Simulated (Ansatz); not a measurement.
HfO2:
```cif
data_Hf4O8
_chemical_formula_sum 'Hf4 O8'
_space_group_name_H-M_alt 'Pca21'
_space_group_IT_number 29
_space_group_name_Hall 'P 2c -2ac'
_cell_length_a 5.22824
_cell_length_b 5.01722
_cell_length_c 5.04153
_cell_angle_alpha 90.000
_cell_angle_beta 90.000
_cell_angle_gamma 90.000
loop_
_space_group_symop_operation_xyz
  'x, y, z'
  '-x, -y, z+1/2'
  '-x+1/2, y, z+1/2'
  'x+1/2, -y, z'
loop_
_atom_site_label
_atom_site_type_symbol
_atom_site_symmetry_multiplicity
_atom_site_Wyckoff_symbol
_atom_site_fract_x
_atom_site_fract_y
_atom_site_fract_z
_atom_site_occupancy
Hf1 Hf 4 a 0.03290 0.26756 0.24230 1
O1 O 4 a 0.36799 0.07173 0.37991 1
O2 O 4 a 0.23402 0.54033 0.49079 1
```

Relaxed with PBEsol. Plane-wave PAW PBEsol (Ansatz code) gives a gap of 4.34 eV.

What gap does HSE06 give on the same cell (Ansatz, PAW)?

6.10 eV, 1.77 eV more. The hybrid was solved on a coarser mesh and at special points; its gap is the smallest among all of these.

```tsv
k	v1 PBEsol	c1 PBEsol	v1 HSE06	c1 HSE06
Γ	0.00	4.85	0.00	6.66
X	-0.38	5.13	-0.40	6.96
Z	-0.26	4.56	-0.27	6.35
U	-0.69	5.12	?	?
Y	-0.11	4.46	?	?
S	-0.47	4.62	?	?
T	-0.36	4.48	-0.38	6.24
R	-0.83	4.61	?	?
```

Top valence (v1) and lowest conduction level (c1) in eV from each method's valence maximum (which need not be a listed point): supply the withheld HSE06 values.


- R, v1 HSE06: -0.87
- R, c1 HSE06: 6.39
- S, v1 HSE06: -0.48
- S, c1 HSE06: 6.37
- U, v1 HSE06: -0.72
- U, c1 HSE06: 6.93
- Y, v1 HSE06: -0.12
- Y, c1 HSE06: 6.25

Cost on shared cores: the PBEsol run (SCF on a 6×6×6 mesh, then bands and DOS) roughly 4 core-minutes, the HSE06 run (SCF on 3×3×3, then a few points) around 3 core-minutes (rough); the tasks are unlike.

Space group Pca2_1. The cell was relaxed with PBEsol under the symmetry of its start. No spin polarisation was allowed. Spin–orbit coupling is left out wherever it is not named.

Potentials: the later of the program's two PAW sets.
